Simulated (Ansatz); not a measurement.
VPt3 (Cu3Au type, Pm-3m), PBE (plane waves, PAW; program Ansatz), all energies at zero smearing, with the estimated change up to a 700 eV cutoff added, with one set of potentials and settings (totals compare only within such a set). Cell of 4 atoms (1 V, 3 Pt): -40483.233 eV.

| element | reference phase | E (eV/atom) |
|---|---|---|
| V | Im-3m, 1 atoms in the cell | -2912.4140 |
| Pt | Fm-3m, 1 atoms in the cell | -12523.0127 |

Formation energy per atom, worked out: (-40483.233 − 1×(-2912.4140) − 3×(-12523.0127))/4 = -0.445 eV/atom (-43 kJ per mol of atoms), at 0 K, without zero-point energy or fitted corrections.

The workflow started from an entry of the Crystallography Open Database (COD), which files this formula under 2 space groups. Whether it is the stable phase at ambient conditions was not checked. The cell was relaxed with PBE under the symmetry of its start; whether a distortion lowers the energy is not shown. The final state is ferromagnetic, chosen from 4 collinear starts compared on coarse meshes (ties went to the first, and starts can fall back to one state), not a proven ground state. The references are the lowest solids computed at this level, not always the standard phases. Spin–orbit coupling is left out wherever it is not named.

Potentials: the later of the program's two PAW sets.
